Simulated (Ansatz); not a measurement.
A geometry of Nb away from equilibrium: step 2 of the relaxation of a relaxed Nb cell displaced along its unstable phonon at q = Γ (168i cm⁻¹), largest move 0.15 Å. All values below come from PBE (plane waves to 420 eV, PAW, scalar-relativistic; Ansatz, an electronic-structure program). Γ-centred k-mesh 8×8×12 on the run's cell (coarser than for final values), Fermi–Dirac smearing 0.05 eV.

```xyz
3
Lattice="4.8478 0.0000 0.0000 -2.4239 4.1983 0.0000 0.0000 0.0000 2.6939" Properties=species:S:1:pos:R:3 pbc="T T T"
Nb     0.0000     0.0000     0.0000
Nb     0.0000     2.7989     1.6935
Nb     2.4239     1.3994     1.0004
```

### Question
Give the Cartesian forces on all atoms (eV/Å).

### Answer
```json
[
 {"atom": "Nb1", "Fx": "0.00", "Fy": "0.00", "Fz": "0.00"},
 {"atom": "Nb2", "Fx": "0.00", "Fy": "0.00", "Fz": "0.44"},
 {"atom": "Nb3", "Fx": "0.00", "Fy": "0.00", "Fz": "-0.44"}
]
```

### Question
What is the pressure?

### Answer
-0.4 GPa, compression positive.

No spin polarisation in the result.

The run could not lose the symmetry of its start.

Of the parent cell (P6/mmm (No. 191)): it is a generated cell of Nb: the first start was made by placing the elements on the sites of a structure type, and the end was not matched to a known phase here, so it may be hypothetical. Known forms of Nb include space group No. 229.
